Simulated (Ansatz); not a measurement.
# SiO2: what each run costs

Cell: 12 atoms, space group P4_12_12, a = 4.682 Å, b = 4.682 Å, c = 6.311 Å, α = 90.00°, β = 90.00°, γ = 90.00°.

All runs are DFT with Ansatz 0.2.0 on 1 thread of AMD EPYC 9R14 (Zen 4) (x86_64; 16 cores open to the job, memory cap 3.0 GiB, no GPU), a shared host.

**Question.** Rank the runs by wall time, shortest first.
A. relaxation of the ions, PBE, gradients read without the response of the cores, 420 eV, 5×5×4 k-points, smearing 0.02 eV
B. single point, PBE, gradients read without the response of the cores, 420 eV, 5×5×4 k-points, smearing 0.02 eV
C. single point at relaxed positions, r2SCAN, gradients read without the response of the cores, 500 eV, 5×5×4 k-points, smearing 0.02 eV

**Answer.** B (6.4 s, 0.41 GiB), C (13 s, 0.62 GiB), A (24 s, 0.45 GiB).
